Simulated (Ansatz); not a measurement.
Computed with Ansatz (plane waves, PAW, 420 eV cutoff): PBEsol, scalar-relativistic, no spin polarisation, Γ-centred 10×10×10 mesh, 0.05 eV Gaussian smearing; PAW files: Ansatz's generated set soft_2.

The calculation on XGa2, where X is one element, gave:

```yaml
Space_group: Fm-3m (No. 225)
Conventional_cell: a = 6.142 Å, b = 6.142 Å, c = 6.142 Å, α = 90.00°, β = 90.00°, γ = 90.00°
Volume: 19.31 Å³/atom
Band_gap: zero (metallic)
Density_of_states_at_the_Fermi_level: 0.98 states/(eV·atom)
Formation_energy_from_the_elements_0_K_uncorrected: 0.47 eV/atom (unstable against the elements)
Bulk_modulus_Birch–Murnaghan: 100 GPa
Pressure_derivative_B0′: 4.4
```

Sites: X on 4a, Ga on 8c.

Q: Which element is X?
A. Ta
B. Hf
C. Lu
D. Re

A: A. X is Ta, so the compound is TaGa2.

This is a trial structure made by placing the elements on a prototype's sites, so it needn't be the stable form.

No spin–orbit coupling, a notable omission for heavy elements.
